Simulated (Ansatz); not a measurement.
Relaxed TaAs (NbAs type, space group I4_1md):

```
TaAs
1.0
   -1.73159     1.73159     5.86738
    1.73159    -1.73159     5.86738
    1.73159     1.73159    -5.86738
Ta As
2 2
Cartesian
  0.00000   0.00000  11.72443
  0.00000   1.73159   2.92336
  0.00000   0.00000   4.89198
  1.73159   0.00000   1.95830
```

Scan: atom 3 (As, nearest neighbour Ta at 2.622 Å; its periodic images, 3.5 Å or more away, move with it) is displaced along Cartesian [110], direction (0.707, 0.707, 0.000) in Cartesian axes, by s. The other atoms stay.

All values below come from PBE (plane waves to 420 eV, PAW, scalar-relativistic; Ansatz, a quantum-chemistry and plane-wave program). k mesh 15×15×15 (Γ-centred), Fermi-Dirac smearing 0.05 eV. E stands for the smeared free energy. Left out: 2 of 11 points, with atoms too close for the PAW data. With partly filled bands, energies and forces of such displacements shift with the k mesh and the smearing. At this level the bands of TaAs touch or barely overlap. Spin-orbit coupling is left out, though Ta is heavy. TaAs is run without spin polarisation. TaAs was relaxed with its symmetry unable to fall. The PAW data are Ansatz's earlier set. The zero of ΔE is the undisplaced structure. The last digit holds for this mesh only.

| s (Å) | ΔE (meV/cell) |
|---|---|
| -0.416 | 1204.8 |
| -0.312 | 636.5 |
| -0.208 | withheld |
| -0.104 | 65.0 |
| 0.000 | 0.0 |
| 0.104 | 65.0 |
| 0.208 | withheld |
| 0.312 | 636.5 |
| 0.416 | 1204.8 |

Problem. Fit an even polynomial form (powers 2, 4, 6) to the given rows and predict ΔE at s = 0.208.

Solution. Least squares on the 7 given rows: ΔE = (5940)·s² + (6464)·s⁴ + (-3230)·s⁶, in meV/cell with s in Å; root-mean-square residual 0.00 meV/cell. At 0.208 the fit gives 268.8 meV/cell; the calculation gives 269.0 meV/cell, so the interpolation is off by -0.2 (-0.1 %). The quadratic term alone would give 257.0 meV/cell.

(A displaced cell: forces are minus the slopes of the energy, force constants its curvatures, and phonons follow from these.)
